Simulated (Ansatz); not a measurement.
Input file for Ansatz (a program for electronic structure):

Ansatz 0.2 input:
```yaml
crystal:
  lattice:
    - [3.8538183959, 2.2250030883, 2.598365345]
    - [-3.8538183959, 2.2250030883, 2.598365345]
    - [0.0, -4.4500061766, 2.598365345]
  atoms:
    - { symbol: Rb, position: [0.5, 0.5, 0.5] }
    - { symbol: Bi, position: [0.0, 0.0, 0.0] }
    - { symbol: F, position: [0.2089064862, 0.9240828208, 0.3297924333] }
    - { symbol: F, position: [0.7910935138, 0.0759171792, 0.6702075667] }
    - { symbol: F, position: [0.3297924333, 0.2089064862, 0.9240828208] }
    - { symbol: F, position: [0.6702075667, 0.7910935138, 0.0759171792] }
    - { symbol: F, position: [0.9240828208, 0.3297924333, 0.2089064862] }
    - { symbol: F, position: [0.0759171792, 0.6702075667, 0.7910935138] }
kpoints:
  mp_grid: { grid: [6, 6, 6] }
hamiltonian:
  xc: r2scan
  pseudopotentials: { kind: paw }
scf:
  occupations: { method: fixed }
checkpoint: { read: static.run }
output: { write_density: true, elf: true, volumetric_format: npy }
basis: { fft_grid_basis: typed }
```

Output (shortened):

```
Pseudopotential: Rb, paw, valence charge 9
Pseudopotential: Bi, paw, valence charge 15
Pseudopotential: F, paw, valence charge 7
Functional definition: r2SCAN
Crystal: 8 atoms, lattice volume = 133.682 Å³
Basis set: ecut = 500 eV, 3399 PW (Γ), exchange–correlation on 160×160×160 points (64 copies of the dense FFT grid, shifted against one another)
Bands: 41, of which v1, the nominal top of the filled ones, is band 33 counted from 1 (32 counted from 0)
Symmetry: 6 space group operations
Space group: R-3 (ITA 148), of the structure as read, at distance tolerance 5.1e-5 Å
k-points: 40 of 216
Stability of the state it starts from, as read at its close in the unpolarized treatment …
iter 1 solved again at ethr=1.92e-7 eV; its pass at ethr=3.10e-3 eV (dr2=1.27e-4 eV) is discarded
SCF iter   1: F=—  HF=-20549.379454 eV  |F-HF|=—  |Δ(HF+E_count)|=         —  Δρ=9.42e-7  dr2=3.67e-10  dr2_τ=2.37e-10  ethr=1.92e-7  ⟨swp⟩=4.0  Hψ=10496  notcnv=0  defer=239
preconditioner: auto → Resta (q_TF=auto, 2.426 Å⁻¹)
SCF iter   2: F=—  HF=-20549.379455 eV  |F-HF|=—  |Δ(HF+E_count)|=   1.57e-6  Δρ=5.29e-7  dr2=1.44e-10  dr2_τ=2.75e-10  ethr=1.00e-12  ⟨swp⟩=13.4  Hψ=10185  notcnv=0
SCF iter   3: F=-20549.379455 eV  HF=-20549.379455 eV  |F-HF|=7.28e-12  |Δ(HF+E_count)|=  4.37e-11  Δρ=3.27e-7  dr2=5.09e-11  dr2_τ=3.59e-11  ethr=1.00e-12  ⟨swp⟩=1.0  Hψ=3297  notcnv=0
SCF 1 converged in 3 iterations: F = -20549.379455 eV  dr2 = 5.09e-11
SCF converged after 3 iterations
Free energy (F): -20549.379455 eV
Harris-Foulkes:  -20549.379455 eV  (|F-HF|=7.28e-12)
Internal energy: -20549.379455 eV  (E = F + TS)
E sigma→0 (E₀):  -20549.379455 eV
Fermi energy:    0.185544 eV
--- Per-component energies (eV) ---
  E_band       = -572.678978
  E_kinetic    = 1737.268306
  E_local      = -6425.713746  (includes V_loc(G=0)·N_el)
  E_nonlocal   = 1185.395664
  E_hartree    = 2309.604264
  E_xc         = -732.328604
  E_vxc        = -992.957007  (∫ρ·V_xc dr)
  E_paw        = -14553.148428  (= ΣΔE_a)
  E_vpaw       = -765.929809  (= ΣTr[D̂ρ^β])
  E_aug_tail   = 0.006075  (compensation charges beyond the density's cutoff)
  E_vtau       = 70.043249  (kinetic-family band-sum trace: ∫τ·v_τ [+ j·A + Jᵃ·Aᵃ] dr)
  E_ewald      = -4071.003257
  E_core_change = 0.540271  (= ΣΔE_core)
  E_smearing   =  0.000000  (= −TS)
  E_closure    = 0.000000  (closes the sum)
  Σ components = -20549.379455   (vs F -20549.379455, Δ=0.00e0)
  [band-id]    e_kinetic+e_local+e_nonlocal+2·e_hartree+e_vxc+e_vpaw+e_augmentation_tail+e_vtau = -572.678739   (vs E_band -572.678978, Δ=2.39e-4)
--- Band table (eV; the first three rows and the last of 40) ---
  k-point 0: bands = ["-22.5044", "-22.5044", "-21.9589", "-21.4473", "-20.7866", "-20.7528", "-20.7528", "-20.3926", "-20.3926", "-20.3815", "-18.3783", "-18.3783", "-7.1273", "-5.4721", "-5.4244", "-5.4244", "-2.7460", "-2.5525", "-2.5525", "-1.2605", …
  k-point 1: bands = ["-22.5056", "-22.5032", "-21.9382", "-21.4602", "-20.7954", "-20.7623", "-20.7462", "-20.3927", "-20.3921", "-20.3810", "-18.3803", "-18.3757", "-7.1343", "-5.4753", "-5.4175", "-5.3930", "-2.7677", "-2.6135", "-2.5656", "-1.2422", …
  k-point 2: bands = ["-22.5082", "-22.5009", "-21.8910", "-21.4912", "-20.8247", "-20.7700", "-20.7328", "-20.3927", "-20.3914", "-20.3803", "-18.3842", "-18.3706", "-7.1483", "-5.4830", "-5.4035", "-5.3264", "-2.8240", "-2.7145", "-2.5805", "-1.2526", …
  k-point 39: bands = ["-22.5189", "-22.5189", "-21.8280", "-21.3922", "-20.8802", "-20.7771", "-20.7771", "-20.3905", "-20.3905", "-20.3771", "-18.4127", "-18.4127", "-7.1435", "-5.5446", "-5.3921", "-5.3921", "-2.7602", "-2.5096", "-2.5096", "-1.0551", …
```

Cost: about 20 core-seconds (a rough figure) on shared cores.

The workflow started from a Materials Project entry (that database holds measured and hypothetical structures alike); the Crystallography Open Database files this formula in space group No. 148, but the cells were not matched. Whether it is the stable phase at ambient conditions was not checked. Symmetry was held in the r²SCAN relaxation; its stability against distortions is not shown here. Scalar-relativistic: spin–orbit coupling is off unless named, which matters more the heavier the elements.

Potentials: the later of the program's two PAW sets.

Ansatz is a plane-wave DFT program.
